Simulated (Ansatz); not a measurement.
A geometry of Rh away from equilibrium: the start of the relaxation of a randomly generated symmetric cell of Rh (space group No. 166). These are PBE (plane waves to 420 eV, PAW, scalar-relativistic; Ansatz, a quantum-chemistry and plane-wave program) values and carry that method's errors. Γ-centred k-mesh 11×11×11 on the run's cell (coarser than for final values), Fermi–Dirac smearing 0.05 eV.

```xyz
3
Lattice="1.7221 0.9942 4.1446 -1.7221 0.9942 4.1446 0.0000 -1.9885 4.1446" Properties=species:S:1:pos:R:3 pbc="T T T"
Rh     0.0000     0.0000     0.0000
Rh     0.0000     0.0000     2.4924
Rh     0.0000     0.0000     9.9414
```

**Question.** What forces act on the atoms (eV/Å)?

**Answer.** 
```tsv
atom	Fx	Fy	Fz
Rh1	0.00	0.00	0.00
Rh2	0.00	0.00	7.28
Rh3	0.00	0.00	-7.28
```

**Question.** What is the pressure?

**Answer.** +67.3 GPa, compression positive.

**Question.** How much energy per atom can still be gained by relaxing?

**Answer.** 0.94 eV/atom; the path ends in R-3m (No. 166).

No spin polarisation in the result.

The run could not lower the symmetry of its start; a shaken copy of this end point relaxes with PBE to Fm-3m (No. 225), 0.57 eV/atom lower.

The end of the path is a generated cell of Rh: the first start was made by a random draw of sites in a space group, and the end was not matched to a known phase here, so it may be hypothetical. Known forms of Rh include space group No. 225.
